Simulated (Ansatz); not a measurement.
Sn (diamond)

```yaml
crystal:
  lattice:
    - [0.00000, 3.27002, 3.27002]
    - [3.27002, 0.00000, 3.27002]
    - [3.27002, 3.27002, 0.00000]
  atoms:
    - { symbol: Sn, position: [0.50000, 0.50000, 0.50000] }
    - { symbol: Sn, position: [0.75000, 0.75000, 0.75000] }
```

This relaxed cell (volume V₀) is scaled evenly in all directions, its shape held. Symmetry pins the atoms to their sites.

Calculation: PBEsol (plane waves to 420 eV, PAW, scalar-relativistic; Ansatz, a first-principles code). k mesh 12×12×12 (Γ-centred), Fermi-Dirac smearing 0.05 eV. Stress and pressure are positive under compression. Sn was relaxed with its symmetry unable to fall.

At one point of the scan the stress tensor (GPa) is:

```
    4.2      0.0      0.0
    0.0      4.2      0.0
    0.0      0.0      4.2
```

### Question
Which point is it?
(A) V/V₀ = 0.947
(B) V/V₀ = 0.973
(C) V/V₀ = 0.920
(D) V/V₀ = 0.867

### Answer
C, V/V₀ = 0.920

(Under strain, the slope of the energy per volume gives the stress and its curvature an elastic modulus.)
